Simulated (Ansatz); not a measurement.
Density of states of a Sc₂TaMo₂C₅ cell (elements on a rock salt lattice, relaxed), per eV and atom, broadened by Gaussian smearing of width 0.1 eV and averaged over bins of 0.4 eV, from 8 eV under the Fermi level at most up to where the solved bands end.

All numbers below come from Ansatz 0.2.0, DFT PBE, scalar-relativistic, plane waves, PAW.

Settings: cutoff 420 eV, Γ-centred mesh 7×7×4 on the computed 20-atom cell, Gaussian smearing of 0.10 eV; no spin polarisation.

```xyz
20
Lattice="2.2309 2.2347 4.4357 -2.2522 -2.2607 4.4593 6.7087 -4.4912 2.2208" Properties=species:S:1:pos:R:3 pbc="T T T"
C     4.4034   -2.2762    8.9215
C     6.7250   -2.2293    6.6406
C     4.5009   -4.5708    6.7128
C     6.6692   -4.4670    8.9027
C    -0.0286   -2.2382    4.4614
C     2.2830   -2.2698    2.2299
C     2.1850   -2.3209    6.6795
C     4.4563   -2.2172    4.4080
C     6.7371   -4.4211    4.4289
C     2.2408   -0.0214    4.4299
Sc    4.4818   -4.4684    4.4666
Sc   -0.0192   -2.2447    6.6710
Sc    4.4320   -2.3100    6.6796
Sc    2.2315    0.0053    6.6773
Mo    4.3328   -2.3396    2.2079
Mo   -2.1580   -2.1821    4.4994
Mo    4.3520   -0.1061    4.3651
Mo    6.8578   -4.3275    6.6455
Ta    4.4898   -4.4730    8.8866
Ta    2.1577   -2.3250    4.4961
```

```
E − E_F (eV) total C 2p Mo 4d Sc 3d Ta 5d
       -6.85  0.037  0.017  0.008  0.003  0.003
       -6.45  0.129  0.059  0.031  0.011  0.010
       -6.05  0.266  0.124  0.066  0.018  0.024
       -5.65  0.408  0.193  0.105  0.022  0.040
       -5.25  0.460  0.224  0.121  0.022  0.043
       -4.85  0.549  0.272  0.157  0.025  0.047
       -4.45  0.826  0.393  0.274  0.033  0.079
       -4.05  1.077  0.527  0.322  0.059  0.112
       -3.65  0.971  0.478  0.254  0.085  0.107
       -3.25  0.652  0.301  0.156  0.090  0.078
       -2.85  0.551  0.267  0.109  0.103  0.050
       -2.45  0.618  0.324  0.097  0.131  0.044
       -2.05  0.438  0.235  0.073  0.084  0.030
       -1.65  0.325  0.187  0.055  0.052  0.019
       -1.25  0.233  0.126  0.057  0.027  0.015
       -0.85  0.267  0.118  0.092  0.026  0.021
       -0.45  0.271  0.093  0.114  0.029  0.024
       -0.05  0.268  0.091  0.110  0.032  0.023
        0.35  0.370  0.107  0.165  0.044  0.038
        0.75  0.491  0.122  0.237  0.061  0.050
```

The columns after the total are the largest Löwdin projections on the valence shells of the potentials, so they needn't add up, and the weight of a shell that a potential lacks goes to other orbitals. The cell has no gap on the mesh.

Spin-orbit coupling is left out, which matters for the bands of heavy elements.

Cost: 2 runs of about 6.9 core-minutes in all (earlier runs that led there not counted), on Intel Xeon 6975P-C (Granite Rapids) (shared hosts).